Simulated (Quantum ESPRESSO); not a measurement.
## Calculated data, Zn$_{3}$ClO$_{2}$F (made-up cell, one site empty)

Calculation on a made-up crystal cell, not a measurement: periodic Kohn-Sham density functional theory in plane waves with PseudoDojo standard norm-conserving scalar-relativistic pseudopotentials, each functional with its own files (v0.5 for PBE, v0.4.1 for LDA and PBEsol), no spin polarisation, no spin-orbit coupling, atoms not relaxed, stress positive in tension, energies less a fixed whole-eV offset for each atom's element; levels are Kohn-Sham levels at fractions of this cell's reciprocal vectors, counted from the reference band (half the neutral cell's valence electrons, rounded up) at Gamma; error bars cover cutoff and k-mesh only, not smearing or the files; each bar is the largest change over components, and at least 0.002 eV, 0.002 eV per angstrom or 0.02 GPa; added strain carries the atoms with the cell, and shear is the tensor component; energies are for the whole cell, and the offsets were chosen from early runs and are not element reference energies. Program: Quantum ESPRESSO 7.5.

Common to all runs: lattice type wurtzite; empty site 4; functional pbe; cutoff 1143 eV; fermi dirac smearing 0.025 eV; scf tolerance 1e-07 eV; electrons removed 0; added strain kind zz; k mesh 5 x 4 x 4, shifted by half a step.

(1) Zn$_{3}$ClO$_{2}$F (made-up cell, one site empty)

Unstrained structure:
```xyz
7
Lattice="3.4330 0.0111 -0.0258 0.0193 5.9439 -0.0382 -0.0422 -0.0360 5.5898" Properties=species:S:1:pos:R:3 Zn3ClO2F
Zn     0.0480     0.0335     0.1609
Zn     1.6561     3.0509     0.0201
Zn     1.6557     0.9956     2.8069
O     -0.0463     0.1039     2.1533
F      1.7031     3.0330     2.0843
Cl     1.6143     0.9855     4.8353
O      0.0165     3.9313     4.8057
```

| Quantity | Value |
| --- | --- |
| added strain | -0.0065 |
| structure shown | before the added strain of -0.0065 |
| free energy less offsets | 9.14 eV |
| scf iterations | 12 |
| smearing term minus ts | 0 eV |
| pressure | 1.208 GPa |
| stress xx | 0.2083 GPa |
| stress yy | 2.92 GPa |
| stress zz | -6.753 GPa |
| stress yz | 1.096 GPa |
| stress xz | 0.5442 GPa |
| stress xy | -0.8851 GPa |
| reference band | 43 |
| error bar energy | 0.002 eV |
| error bar stress | 0.03349 GPa |
| error bar force | 0.002037 eV/Å |
| error bar next band up | 0.002 eV |
| error bars from | tighter rerun of a related cell |

Atoms:
| atoms element | atom site | atom energy offset (eV) |
| --- | --- | --- |
| Zn | 1 | -5687 |
| Zn | 2 | -5687 |
| Zn | 3 | -5687 |
| O | 5 | -452 |
| F | 6 | -677 |
| Cl | 7 | -449 |
| O | 8 | -452 |

Forces:
| site | x (eV/Å) | y (eV/Å) | z (eV/Å) |
| --- | --- | --- | --- |
| 1 | -1.065 | -4.256 | 2.382 |
| 2 | 0.2735 | 3.924 | 0.4759 |
| 3 | 0.1755 | -0.238 | -5.17 |
| 5 | -0.04291 | 1.535 | -0.6664 |
| 6 | -0.008086 | -1.406 | -0.6972 |
| 7 | 1.012 | 0.1377 | 1.529 |
| 8 | -0.3447 | 0.303 | 2.146 |

Levels:
| level k point | next band up (eV) |
| --- | --- |
| Gamma | 1.417 |
| (1/2,1/2,1/2) | 3.566 |
| (0.15,0,0) | 2.1 |
| (0,0.15,0) | 1.651 |
| (0,0,0.15) | 1.695 |

(2) Zn$_{3}$ClO$_{2}$F (made-up cell, one site empty)

Structure as in entry 1.

| Quantity | Value |
| --- | --- |
| added strain | -0.0015 |
| structure shown | before the added strain of -0.0015 |
| free energy less offsets | 9.118 eV |
| scf iterations | 12 |
| smearing term minus ts | 0 eV |
| pressure | 0.729 GPa |
| stress xx | 0.3661 GPa |
| stress yy | 3.021 GPa |
| stress zz | -5.574 GPa |
| stress yz | 1.097 GPa |
| stress xz | 0.5283 GPa |
| stress xy | -0.8698 GPa |
| reference band | 43 |
| error bar energy | 0.002 eV |
| error bar stress | 0.03349 GPa |
| error bar force | 0.002037 eV/Å |
| error bar next band up | 0.002 eV |
| error bars from | tighter rerun of a related cell |

Atoms:
| atoms element | atom site | atom energy offset (eV) |
| --- | --- | --- |
| Zn | 1 | -5687 |
| Zn | 2 | -5687 |
| Zn | 3 | -5687 |
| O | 5 | -452 |
| F | 6 | -677 |
| Cl | 7 | -449 |
| O | 8 | -452 |

Forces:
| site | x (eV/Å) | y (eV/Å) | z (eV/Å) |
| --- | --- | --- | --- |
| 1 | -1.057 | -4.221 | 2.438 |
| 2 | 0.2691 | 3.904 | 0.5064 |
| 3 | 0.169 | -0.2387 | -5.026 |
| 5 | -0.03731 | 1.532 | -0.715 |
| 6 | -0.01018 | -1.406 | -0.7403 |
| 7 | 1.005 | 0.1291 | 1.364 |
| 8 | -0.3385 | 0.3008 | 2.173 |

Levels:
| level k point | next band up (eV) |
| --- | --- |
| Gamma | 1.415 |
| (1/2,1/2,1/2) | 3.554 |
| (0.15,0,0) | 2.095 |
| (0,0.15,0) | 1.647 |
| (0,0,0.15) | 1.69 |

(3) Zn$_{3}$ClO$_{2}$F (made-up cell, one site empty)

Structure as in entry 1.

| Item | Value |
| --- | --- |
| added strain | 0.0007 |
| structure shown | before the added strain of 0.0007 |
| free energy less offsets | 9.109 eV |
| scf iterations | 12 |
| smearing term minus ts | 0 eV |
| pressure | 0.5243 GPa |
| stress xx | 0.4327 GPa |
| stress yy | 3.063 GPa |
| stress zz | -5.069 GPa |
| stress yz | 1.097 GPa |
| stress xz | 0.5225 GPa |
| stress xy | -0.8636 GPa |
| reference band | 43 |
| error bar energy | 0.002 eV |
| error bar stress | 0.03349 GPa |
| error bar force | 0.002037 eV/Å |
| error bar next band up | 0.002 eV |
| error bars from | tighter rerun of a related cell |

Atoms:
| atoms element | atom site | atom energy offset (eV) |
| --- | --- | --- |
| Zn | 1 | -5687 |
| Zn | 2 | -5687 |
| Zn | 3 | -5687 |
| O | 5 | -452 |
| F | 6 | -677 |
| Cl | 7 | -449 |
| O | 8 | -452 |

Forces:
| site | x (eV/Å) | y (eV/Å) | z (eV/Å) |
| --- | --- | --- | --- |
| 1 | -1.053 | -4.206 | 2.461 |
| 2 | 0.2673 | 3.896 | 0.5193 |
| 3 | 0.1662 | -0.2389 | -4.964 |
| 5 | -0.03488 | 1.53 | -0.7346 |
| 6 | -0.01108 | -1.406 | -0.7583 |
| 7 | 1.002 | 0.1253 | 1.293 |
| 8 | -0.3359 | 0.2998 | 2.184 |

Levels:
| level k point | next band up (eV) |
| --- | --- |
| Gamma | 1.414 |
| (1/2,1/2,1/2) | 3.549 |
| (0.15,0,0) | 2.092 |
| (0,0.15,0) | 1.645 |
| (0,0,0.15) | 1.688 |
